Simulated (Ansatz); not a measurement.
CuI:
Space group F-43m (No. 216); a = b = c = 6.0777 Å, α = β = γ = 90.00°

| atom | site | symmetry | x | y | z |
|---|---|---|---|---|---|
| Cu | 4c | -43m | 0.2500 | 0.2500 | 0.2500 |
| I | 4a | -43m | 0.0000 | 0.0000 | 0.0000 |
(The calculation used a cell of 2 atoms; values per cell refer to that cell.)

Relaxed with PBE.

Which orbitals make up the states near the band edges in plane-wave PAW PBE (Ansatz code)?

Top 1 eV of the valence band: Cu 3d 64 %, I 5p 33 %. Bottom 1 eV of the conduction band: Cu 4s 65 %, I 5s 17 %, I 5p 14 %. Projections are on Löwdin-orthogonalised atomic valence shells; empty p or d shells of many metals are not among them.

Tabulate the density of states.

States/eV per cell of 2 atoms, in 0.25 eV bins, energy from the valence-band maximum.

| E (eV) | total | Cu 3d | I 5p | Cu 4s |
|---|---|---|---|---|
| -7.85 | 0.00 | 0.00 | 0.00 | 0.00 |
| -7.60 | 0.00 | 0.00 | 0.00 | 0.00 |
| -7.35 | 0.00 | 0.00 | 0.00 | 0.00 |
| -7.10 | 0.00 | 0.00 | 0.00 | 0.00 |
| -6.85 | 0.00 | 0.00 | 0.00 | 0.00 |
| -6.60 | 0.00 | 0.00 | 0.00 | 0.00 |
| -6.35 | 0.00 | 0.00 | 0.00 | 0.00 |
| -6.10 | 0.00 | 0.00 | 0.00 | 0.00 |
| -5.85 | 0.00 | 0.00 | 0.00 | 0.00 |
| -5.60 | 0.15 | 0.00 | 0.11 | 0.03 |
| -5.35 | 2.79 | 0.10 | 2.01 | 0.63 |
| -5.10 | 3.25 | 0.15 | 2.28 | 0.74 |
| -4.85 | 0.78 | 0.09 | 0.53 | 0.13 |
| -4.60 | 0.52 | 0.09 | 0.35 | 0.06 |
| -4.35 | 2.07 | 0.32 | 1.65 | 0.07 |
| -4.10 | 2.24 | 0.43 | 1.71 | 0.07 |
| -3.85 | 3.91 | 0.91 | 2.91 | 0.04 |
| -3.60 | 8.29 | 2.77 | 5.43 | 0.01 |
| -3.35 | 0.00 | 0.00 | 0.00 | 0.00 |
| -3.10 | 0.00 | 0.00 | 0.00 | 0.00 |
| -2.85 | 0.00 | 0.00 | 0.00 | 0.00 |
| -2.60 | 0.00 | 0.00 | 0.00 | 0.00 |
| -2.35 | 0.00 | 0.00 | 0.00 | 0.00 |
| -2.10 | 0.00 | 0.00 | 0.00 | 0.00 |
| -1.85 | 16.33 | 16.09 | 0.07 | 0.05 |
| -1.60 | 6.77 | 6.29 | 0.25 | 0.07 |
| -1.35 | 4.98 | 4.19 | 0.62 | 0.05 |
| -1.10 | 4.77 | 3.60 | 1.01 | 0.04 |
| -0.85 | 3.65 | 2.45 | 1.08 | 0.03 |
| -0.60 | 2.11 | 1.30 | 0.75 | 0.02 |
| -0.35 | 1.06 | 0.60 | 0.43 | 0.01 |
| -0.10 | 0.34 | 0.18 | 0.15 | 0.00 |
| 0.15 | 0.00 | 0.00 | 0.00 | 0.00 |
| 0.40 | 0.00 | 0.00 | 0.00 | 0.00 |
| 0.65 | 0.00 | 0.00 | 0.00 | 0.00 |
| 0.90 | 0.00 | 0.00 | 0.00 | 0.00 |
| 1.15 | 0.00 | 0.00 | 0.00 | 0.00 |
| 1.40 | 0.01 | 0.00 | 0.00 | 0.01 |
| 1.65 | 0.04 | 0.00 | 0.01 | 0.03 |
| 1.90 | 0.07 | 0.00 | 0.01 | 0.04 |
| 2.15 | 0.17 | 0.00 | 0.03 | 0.10 |
| 2.40 | 0.58 | 0.01 | 0.10 | 0.34 |
| 2.65 | 0.68 | 0.01 | 0.13 | 0.38 |
| 2.90 | 1.17 | 0.02 | 0.19 | 0.48 |
| 3.15 | 2.36 | 0.04 | 0.40 | 0.88 |
| 3.40 | 2.02 | 0.03 | 0.35 | 0.79 |
| 3.65 | 1.22 | 0.02 | 0.20 | 0.44 |
| 3.90 | 1.06 | 0.01 | 0.15 | 0.31 |
| 4.15 | 0.79 | 0.01 | 0.08 | 0.15 |
| 4.40 | 0.88 | 0.01 | 0.06 | 0.11 |
| 4.65 | 1.77 | 0.01 | 0.11 | 0.19 |
| 4.90 | 1.98 | 0.01 | 0.10 | 0.16 |
| 5.15 | 1.27 | 0.01 | 0.05 | 0.07 |
| 5.40 | 0.95 | 0.00 | 0.02 | 0.01 |
| 5.65 | 2.36 | 0.01 | 0.05 | 0.05 |
| 5.90 | 2.23 | 0.01 | 0.05 | 0.05 |

The PBE relaxation kept the symmetry of its start. The run is not spin-polarised. Spin–orbit coupling is left out wherever it is not named.

Potentials: the earlier of the program's two PAW sets.
